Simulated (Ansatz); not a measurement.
Data:

SiMo2:
```
CELL_PARAMETERS angstrom
      3.64149     0.00000     0.00000
      0.00000     3.64149     0.00000
      0.00000     0.00000     6.83826
ATOMIC_POSITIONS crystal
  Mo 0.00000 0.00000 0.00000
  Mo 0.50000 0.50000 0.00000
  Mo 0.50000 0.00000 0.34136
  Mo 0.00000 0.50000 0.65864
  Si 0.50000 0.00000 0.71191
  Si 0.00000 0.50000 0.28809
```

This is the PBE-relaxed structure.

Task: All from the program Ansatz at the PBE level (PAW), unless another level is named. Predict the electronic character.

Result: metallic (no gap).

Task: What about the formation energy from the elements (no fitted shifts)?

Result: -0.17 eV/atom.

Task: And the density of states at the Fermi level?

Result: 0.78 states/eV per atom (mean over ±0.08 eV).

Space group P4/nmm. The cell is a constructed one: a structure type filled with these elements; neither database checked (COD, Materials Project) lists it. Its standing as an ambient phase is unchecked. The cell was relaxed with PBE under the symmetry of its start; whether a distortion lowers the energy is not shown. No spin polarisation was allowed. The references are the lowest solids computed at this level, not always the standard phases. Scalar-relativistic: spin–orbit coupling is off unless named, which matters more the heavier the elements.

Potentials: the later of the program's two PAW sets.
